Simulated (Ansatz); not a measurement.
This cell of ScAu (CsCl type) is off equilibrium:

```
CELL_PARAMETERS angstrom
      6.63958     0.00000     0.00000
      3.31979     3.31979     0.00000
      0.00000     0.00000     3.31979
ATOMIC_POSITIONS crystal
  Sc 0.00000 0.50000 0.52510
  Sc 0.50000 0.50000 0.47490
  Au 0.00000 0.00000 0.00000
  Au 0.50000 0.00000 0.00000
```

These are LDA (plane waves to 420 eV, PAW, scalar-relativistic; Ansatz, a first-principles code) values and carry that method's errors. k mesh 14×14×14 (Γ-centred), Fermi-Dirac smearing 0.05 eV. Compression counts positive. With partly filled bands, energies and forces of such displacements shift with the k mesh and the smearing. ScAu is run without spin polarisation. ScAu was relaxed with its symmetry unable to fall. Spin-orbit coupling is left out, though Au is heavy.

Question: Predict the force on every atom, in eV/Å.

Answer: 
| atom | Fx | Fy | Fz |
|---|---|---|---|
| Sc1 | 0.000 | 0.000 | -0.276 |
| Sc2 | 0.000 | 0.000 | 0.276 |
| Au3 | 0.000 | 0.000 | 0.000 |
| Au4 | 0.000 | 0.000 | 0.000 |

(For displaced atoms, the force is minus the slope of the energy, and its curvature is a force constant, which sets phonon frequencies.)
